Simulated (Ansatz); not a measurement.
Method: Ansatz, DFT PBE, scalar-relativistic, plane waves, PAW. Settings: cutoff 420 eV, Γ-centred meshes spaced at most about 0.3 Å⁻¹, and about 0.25 Å⁻¹ or finer for metals (2π included), Gaussian smearing. No spin polarisation in the final relaxations.

These are static total energies at zero pressure.

Two forms of SnSe5 were relaxed alike.

A.

```xyz
6
Lattice="7.2153 0.0000 0.0000 -3.6077 6.2487 0.0000 0.0000 0.0000 3.5503" Properties=species:S:1:pos:R:3 pbc="T T T"
Sn    0.0000    0.0000    0.0000
Se    0.0000    4.1658    0.0000
Se    3.6077    2.0829    0.0000
Se    3.6077    0.0000    1.7751
Se    1.8038    3.1243    1.7751
Se   -1.8038    3.1243    1.7751
```

B.

```xyz
6
Lattice="5.6044 0.0000 0.0000 -2.8022 4.8535 0.0000 0.0000 0.0000 5.7464" Properties=species:S:1:pos:R:3 pbc="T T T"
Sn    0.0000    0.0000    0.0000
Se    0.0000    3.2357    1.1302
Se    2.8022    1.6178    1.1302
Se    2.8022    1.6178    4.6163
Se    0.0000    3.2357    4.6163
Se    0.0000    0.0000    2.8732
```

Question: Which form is favoured at zero pressure, and by what margin per atom?

Answer: B is lower, by 194 meV/atom. A has space group P6/mmm (No. 191), 26.7 Å³/atom and no gap on its mesh; B has space group P6/mmm (No. 191), 26.1 Å³/atom and no gap. Counting Se atoms around Sn (those within 1.25 times the shortest such distance or 1.15 times the sum of covalent radii, 1.27 where that leaves under three; a plus sign parts nearer from farther groups; the shortest distance is added where it exceeds 1.18 times the sum of covalent radii), A has Sn 18 from 4.0 Å and B has Sn 2+12. B holds Se–Se pairs (shortest 2.26 Å); in A the shortest Se–Se distance is 2.74 Å, near bonding range too. Even the lower one lies +0.20 eV/atom against the reference forms of the elements (uncorrected), so neither is stable at this level. Both come from invented guesses. A third cell relaxed alike, in P-6m2, lies 40 meV/atom below the lower of the two.

Cells relaxed within their symmetry can be saddle points.
